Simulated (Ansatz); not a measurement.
The start is a relaxed Mo cell, doubled along one cell vector, shaken by Gaussian noise of σ = 0.08 Å a coordinate. Cell shape, volume and atoms are optimised at zero target pressure with r2SCAN (plane waves to 500 eV, PAW, scalar-relativistic; Ansatz, a first-principles code). First-step values are on the input's coarse k-mesh.

Ansatz input (later rounds restart from its end on a renewed k-mesh):
Ansatz 0.2 input:
```yaml
crystal:
  lattice:
    - [5.1731205108, 0, 0]
    - [0, 2.5865602554, 0]
    - [0, 0, 2.5865602554]
  atoms:
    - { symbol: Mo, position: [0.2714947074, 0.4574033529, 0.4982219855] }
    - { symbol: Mo, position: [0.7233137365, 0.474010162, 0.4892130318] }
basis: { ecutwfc: 500, ecutrho_ratio: 4, xc_grid: 4, fft_grid_basis: typed }
kpoints: { mp_grid: { grid: [6, 12, 12] } }
hamiltonian:
  xc: r2scan
  dispersion: none
  pseudopotentials: { azcp: { folder: ./paw }, kind: paw }
scf: { occupations: { method: fermi_dirac, width: 0.05 } }
relax: { f_tol: 0.01, max_steps: 100, cell: { stress_tol: 0.02 } }
output: { forces: true, stress: true }
```

| Property | Result |
|---|---|
| Largest initial force | 3.01 eV/Å, on Mo1, Mo2 (atoms numbered as listed) |
| Volume change | -9.6 %, from 17.30 to 15.64 Å³/atom |
| Relative to the parent | It does not go back: it reaches Im-3m (No. 229), bcc (W type), 1.22 eV/atom below the parent |
| Shortest distances (start → end) | The closest pairs of elements (up to four, under 3.6 Å), start → end: Mo–Mo 2.34 → 2.73 Å |
| Band gap at the end | zero (metallic) |
| Optimiser moves | 19 |

Final values are on a 21×21×21 k-mesh of the relaxed cell. No spin polarisation in the result.

The run could not lose the symmetry of its start.

Of the parent cell (Pm-3m (No. 221)): it is a generated cell of Mo: the first start was made by a random draw of sites in a space group, and the end was not matched to a known phase here, so it may be hypothetical. Known forms of Mo include space group No. 229.
